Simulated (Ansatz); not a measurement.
SnSe:
```cif
data_Se4Sn4
_chemical_formula_sum 'Se4 Sn4'
_space_group_name_H-M_alt 'Pnma'
_space_group_IT_number 62
_space_group_name_Hall '-P 2ac 2n'
_cell_length_a 11.33446
_cell_length_b 4.11829
_cell_length_c 4.31170
_cell_angle_alpha 90.000
_cell_angle_beta 90.000
_cell_angle_gamma 90.000
loop_
_atom_site_label
_atom_site_type_symbol
_atom_site_symmetry_multiplicity
_atom_site_Wyckoff_symbol
_atom_site_fract_x
_atom_site_fract_y
_atom_site_fract_z
_atom_site_occupancy
Se1 Se 4 c 0.35767 0.25000 0.02425 1
Sn1 Sn 4 c 0.11771 0.25000 0.09403 1
```

Relaxed with LDA.

Problem. Decompose the optical modes at the zone centre into irreducible representations, and say which are infrared and Raman allowed.

Solution. Point group mmm: Γ_opt = 4Ag + 2Au + 2B1g + 3B1u + 4B2g + B2u + 2B3g + 3B3u. Infrared: B1u, B2u, B3u. Raman: Ag, B1g, B2g, B3g.

Problem. Assign frequencies (DFPT, LDA in the plane-wave PAW code Ansatz; without the LO–TO term).

Solution. Ag 32, B3g 34, Au 46, B3u 52, B1g 54, B2g 63, B2g 65, Ag 65, B1u 77, B2u 92, B3g 107, B1u 118, Au 124, Ag 127, B3u 128, B1g 133, B3u 140, B2g 143, B1u 152, Ag 154, B2g 181 cm⁻¹.

Subscripts of B labels follow the axes of the standard setting.

The LDA relaxation kept the symmetry of its start; of distortions, only those at the zone centre were tested. A crystal of weakly bound layers computed without a dispersion correction: the cell and the soft elastic constants depend strongly on that. Scalar-relativistic: spin–orbit coupling is off unless named, which matters more the heavier the elements.

Potentials: the later of the program's two PAW sets.
